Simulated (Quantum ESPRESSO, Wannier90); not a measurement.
# Wannierisation of PbS (Cmcm)

```
begin unit_cell_cart
ang
    4.1599100000    0.0000000000    0.0000000000
    0.0000000000    0.0000000000   -4.2793200000
   -2.0799550000    5.9912950000    0.0000000000
end unit_cell_cart
begin atoms_frac
Pb   0.1305600000  0.2500000000  0.2611200000
Pb  -0.1305600000 -0.2500000000 -0.2611200000
S    0.3548000000  0.2500000000 -0.2904000000
S   -0.3548000000 -0.2500000000  0.2904000000
end atoms_frac
```

Structure: Materials Project mp-1018115, symmetrised, not relaxed again. Not found in the COD (Crystallography Open Database) copy used, which has the formula in other groups; not checked further. Computed values, not measurements, from PBEsol: Quantum ESPRESSO (norm-conserving PseudoDojo potentials, cutoff 50 Ry, no spin polarisation, no spin-orbit coupling) on a Γ-centred 8×8×8 mesh, then Wannier90. Density: 8×8×8 mesh, cold smearing 0.01 Ry. Spin-orbit coupling is left out although heavy elements are present.

Bands 15-20 form an isolated set from -4.45 to -0.02 eV relative to the valence-band maximum (on the path) and are turned into 6 Wannier functions by minimising the spread from the start: atomic waves S 3p.

Task: Where do the functions sit, how wide are they and what are they made of?

Result: 
```
functions  spread (Å²)  nearest atom, distance (Å)  second atom, distance (Å)            weight on atomic waves
---------  -----------  --------------------------  -------------------------  --------------------------------
2                 4.83                      S 0.00                    Pb 2.68  S 3p 71 %, Pb 6p 20 %, Pb 6s 5 %
2                 4.74                      S 0.00                    Pb 2.69  S 3p 71 %, Pb 6p 19 %, Pb 6s 5 %
2                 4.47                      S 0.70                    Pb 1.99  S 3p 68 %, Pb 6p 23 %, Pb 6s 5 %
```

Ω_I = 27.33 Å², Ω_total = 28.09 Å²; the interpolated bands follow pw.x to 5.3 meV rms on the path. Only this start was tried; a symmetric start can stop on a saddle, and mixtures of these functions could lower the total by at most Ω_total − Ω_I.
